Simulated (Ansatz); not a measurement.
Zone-centre phonons of MnV at 2 GPa: input and output

Computed with DFT LDA, scalar-relativistic, plane waves, PAW (Ansatz).

Launched with:
```bash
ansatz run input.yaml --threads 1 --pin off --max-ram 3072MiB --backend cpu --events-out ev --progress --plain --runs-dir out
```

Input (bare energies are in eV):
```yaml
crystal:
  lattice:
    - [2.8044622534, 0.0, 0.0]
    - [0.0, 2.8044622534, 0.0]
    - [0.0, 0.0, 2.8044622534]
  atoms:
    - { symbol: Mn, position: [0.0, 0.0, 0.0] }
    - { symbol: V, position: [0.5, 0.5, 0.5] }
basis:
  ecutwfc: 420
kpoints:
  mp_grid: { grid: [16, 16, 16] }
hamiltonian:
  xc: lda
scf:
  occupations: { method: fermi_dirac, width: 0.15 }
output:
  eigenvalues: true
phonons:
  method: dfpt
  eigenvectors: true
```

The end of the output:
```
--- Phonons (Γ-DFPT): 2 representative perturbations + reference, on 405 of 4096 k-points (Σ response iterations 6) ---
  k mesh reduced under 8 symmetry operations, with k and −k counted as one. Each operation leaves every solved perturbation unchanged. A smaller set is not used because it would not reduce the number of displacements ...
  ASR residual: 6.349e-4 → 0.000e0 eV/Å²; symmetrization residual: 4.954e-7 eV/Å²
  ASR residual per site (eV/Å²): 6.16e-4 6.35e-4
  Γ frequencies (cm⁻¹): 0.00 0.00 0.00 259.72 259.72 259.72
  non-analytic LO–TO correction: not included (Born effective charges unavailable; polar crystals: no LO–TO splitting at Γ)
```

The run took 47 s on 1 thread of Arm Neoverse V2 (shared host), peak memory 0.88 GiB.

In a metal, frequencies and elastic constants depend on the k mesh and the smearing, soft modes and shear constants most. Spin polarisation was left out, and a magnetic state may lie lower.